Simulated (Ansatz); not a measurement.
Guessed and relaxed cells of Hf2BCl6

Recipe of this trial structure of Hf2BCl6: ordered vacancies on the cation sites of perovskite (Fm-3m, No. 225) (occupants of the shared sites, in ratio, B: 1, vacant: 1). Its size is a rough estimate.

POSCAR.start

```
Hf B Cl
1.0
     0.00000    3.96490    3.96490
     3.96490    0.00000    3.96490
     3.96490    3.96490    0.00000
Hf B Cl
2 1 6
Direct
  0.25000 0.25000 0.25000
  0.75000 0.75000 0.75000
  0.00000 0.00000 0.00000
  0.75000 0.25000 0.25000
  0.25000 0.75000 0.75000
  0.25000 0.75000 0.25000
  0.75000 0.25000 0.75000
  0.25000 0.25000 0.75000
  0.75000 0.75000 0.25000
```

Theory: DFT PBE, scalar-relativistic, plane waves, PAW (Ansatz). Cutoff 420 eV, Gaussian smearing, Γ-centred meshes. Cell and atoms relax first on a coarse mesh and then on a finer one. In between, the cell is made exact in the group found at 0.06 Å. In metals the finer mesh still leaves noise of several meV/atom or more. The steps can't lower the symmetry of their start. No spin polarisation.

POSCAR.end

```
Hf B Cl
1.0
     0.00000    4.31614    4.31614
     4.31614    0.00000    4.31614
     4.31614    4.31614    0.00000
Hf B Cl
2 1 6
Direct
  0.25000 0.25000 0.25000
  0.75000 0.75000 0.75000
  0.00000 0.00000 0.00000
  0.75403 0.24597 0.24597
  0.24597 0.75403 0.75403
  0.24597 0.75403 0.24597
  0.75403 0.24597 0.75403
  0.24597 0.24597 0.75403
  0.75403 0.75403 0.24597
```

The symmetry stays Fm-3m (No. 225). The volume per atom grows by 29.0 %, from 13.9 to 17.9 Å³. The shortest distance goes from 1.98 Å (B–Cl) to 2.12 Å (B–Cl). The energy falls by about 0.28 eV/atom (the start's value is from the coarse mesh).

For Hf2BCl6, the volume per atom is 17.87 Å³, the density is 5.99 g/cm³ and the formation energy is +0.03 eV/atom. The gap on the 8×8×8 mesh of the 9-atom cell is 0 eV (a metal).

Formation energies are uncorrected and refer to the elements' standard structures at the same level (Cl₂ as a molecule). The formation energy is too near zero to say whether this cell lies below the elements.

The last run used Gaussian smearing of 0.10 eV. For metals, differences of a few meV/atom aren't resolved. These runs have no spin–orbit coupling, which can matter for Hf. An odd number of electrons in the primitive cell allows no gap without spin; a larger cell or a magnetic state could open one. The cell is a metal run without spin; a magnetic state may lie lower. A structure relaxed within its symmetry needn't be a true minimum. In all, the 3 runs took 3.4 min on 1 thread of Arm Neoverse N1 (shared host).
